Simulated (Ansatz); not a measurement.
MgTe in space group P-6m2 (No. 187; Mg on 1a, Te on 1f) under volume change, DFT-PBE in the program Ansatz with PAW potentials, shape and atoms relaxed at each volume.

```tsv
V (Å³/atom)	E − E(relaxed) (meV/atom)	P (GPa)
25.413	33.3	4.58
26.251	14.1	2.82
27.089	3.4	1.32
27.927	0.0	0.00
28.764	3.1	-1.14
29.602	11.7	-2.13
30.440	25.0	-2.97
```

Q: What does a third-order Birch–Murnaghan fit give for V₀, B₀ and B′?

A: V₀ = 27.93 Å³/atom, B₀ = 40.6 GPa, B′ = 3.8.

The cell is a constructed one: a structure type filled with these elements; neither database checked (COD, Materials Project) lists it. COD files the formula under space group No. 186, so this cell is another polymorph or a model. Its standing as an ambient phase is unchecked. Symmetry was held in the PBE relaxation; whether a distortion lowers the energy is not shown. Scalar-relativistic: spin–orbit coupling is off unless named, which matters more the heavier the elements.

Potentials: the later of the program's two PAW sets.
